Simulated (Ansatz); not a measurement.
YIn at 3 GPa (stress–strain coefficients): relaxed-ion elastic tensor

Method: Ansatz 0.2.0, DFT LDA, scalar-relativistic, plane waves, PAW. Plane waves to 420 eV; Γ-centred k mesh 12×12×12; Fermi-Dirac smearing of 0.15 eV. No spin polarisation.

The cell, relaxed at 3 GPa:
```xyz
2
Lattice="3.6184 0.0000 0.0000 0.0000 3.6184 0.0000 0.0000 0.0000 3.6184" Properties=species:S:1:pos:R:3 pbc="T T T"
Y     1.8092    1.8092    1.8092
In    0.0000    0.0000    0.0000
```

In a metal, frequencies and elastic constants depend on the k mesh and the smearing, soft modes and shear constants most.

Question: Give the relaxed-ion elastic constants (GPa, Voigt order xx yy zz yz xz xy, on the axes of the cell above).

Answer:
```
87.3 78.2 78.2  0.0  0.0  0.0
78.2 87.3 78.2  0.0  0.0  0.0
78.2 78.2 87.3  0.0  0.0  0.0
 0.0  0.0  0.0 59.1  0.0  0.0
 0.0  0.0  0.0  0.0 59.1  0.0
 0.0  0.0  0.0  0.0  0.0 59.1
```

Question: Is the crystal stable against homogeneous strain?

Answer: Too close to call: the least eigenvalue is 9.1 GPa, within what the k mesh leaves open in a metal.

Cost: 1 run of about 1.3 core-minutes, on Arm Neoverse V2 (shared hosts).